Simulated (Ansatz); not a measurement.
Method: DFT PBE, scalar-relativistic, plane waves, PAW in Ansatz. Settings: cutoff 420 eV, Γ-centred meshes spaced at most about 0.3 Å⁻¹ (2π included), Gaussian smearing. No spin polarisation in the final relaxations.

Temperature and zero-point effects are left out.

Two relaxed structures of Sn2GeSe3:

A.

```yaml
crystal:
  lattice:
    - [-2.09236, 2.97169, 6.30718]
    - [2.09236, -2.97169, 6.30718]
    - [2.09236, 2.97169, -6.30718]
  atoms:
    - { symbol: Sn, position: [0.33205, 0.33205, 0.00000] }
    - { symbol: Sn, position: [0.66795, 0.66795, 0.00000] }
    - { symbol: Ge, position: [0.00000, 0.00000, 0.00000] }
    - { symbol: Se, position: [0.84446, 0.34446, 0.50000] }
    - { symbol: Se, position: [0.50000, 0.00000, 0.50000] }
    - { symbol: Se, position: [0.15554, 0.65554, 0.50000] }
```

B.

```yaml
crystal:
  lattice:
    - [4.18803, 0.00000, 0.00000]
    - [-2.09402, 3.62694, 0.00000]
    - [0.00000, 0.00000, 10.29903]
  atoms:
    - { symbol: Sn, position: [0.66667, 0.33333, 0.82540] }
    - { symbol: Sn, position: [0.33333, 0.66667, 0.17460] }
    - { symbol: Ge, position: [0.00000, 0.00000, 0.50000] }
    - { symbol: Se, position: [0.33333, 0.66667, 0.65156] }
    - { symbol: Se, position: [0.66667, 0.33333, 0.34844] }
    - { symbol: Se, position: [0.00000, 0.00000, 0.00000] }
```

**Question.** Which placement of the atoms is lower in energy, and by how much?

**Answer.** B is lower, by 5 meV/atom. The two share one framework of sites and differ in which element sits where. A has Sn and Ge ordered on rock salt sites, space group Immm (No. 71), 26.1 Å³/atom and a gap of 0.13 eV on its mesh; B has Sn and Ge ordered on rock salt sites, space group P-3m1 (No. 164), 26.1 Å³/atom and a gap of 0.35 eV. Counting Ge or Se atoms around Sn (for each partner element, those within 1.25 times its shortest distance or 1.15 times the sum of covalent radii, where it is the nearest in units of that sum or under 1.3), A and B both have Sn 6. In A, Sn is surrounded by 6 Se at 2.98–3.06 Å; around Ge lie 6 Se at 2.87–2.97 Å; around Se on a site of symmetry mm2 lie 2 Ge at 2.87 Å and 4 Sn at 2.98–3.06 Å; 1 more site not described. In B, Sn has 6 Se at 3.01 Å; around Ge lie 6 Se at 2.88 Å; around Se on a site of symmetry 3m lie 3 Ge at 2.88 Å and 3 Sn at 3.01 Å; 1 more site not described. Both come from invented guesses.

Kohn–Sham gaps at this level usually fall short of measured ones. Cells relaxed within their symmetry can be saddle points.
